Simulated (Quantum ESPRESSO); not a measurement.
CoPS is taken in the cubic space group P2₁3 (No. 198), Pearson symbol cP12. Cell: a = 5.4016 Å, b = 5.4016 Å, c = 5.4016 Å, α = 90.00°, β = 90.00°, γ = 90.00°. P on 4a sees 1 S at 2.143 Å and 3 Co at 2.247 Å (tetrahedral). S on 4a is coordinated by 1 P at 2.143 Å and 3 Co at 2.270 Å (tetrahedral). Co on 4a sees 3 P at 2.247 Å and 3 S at 2.270 Å (octahedral). (Neighbours: up to the widest gap in distance over summed covalent radii, below 1.35, at either atom; cation-cation contacts left out.)

The geometry is that of Materials Project entry mp-1226003, symmetrised and not relaxed again.

What does norm-conserving PBEsol (Quantum ESPRESSO, 96 Ry, without SOC) give for the electronic structure near the Fermi level?

The PBEsol gap is indirect, 1.12 eV, from 25 % of the way from M to Γ to 50 % of the way from Γ to X; the smallest direct gap is 1.39 eV. Another conduction extremum on the path lies within 0.02 eV, too close to call. The 3d shell has no Hubbard U; the runs are without spin polarisation, and magnetic order was not tried.

The structure is a Materials Project entry; no match was found in the copy of COD used, and its stability was not checked.
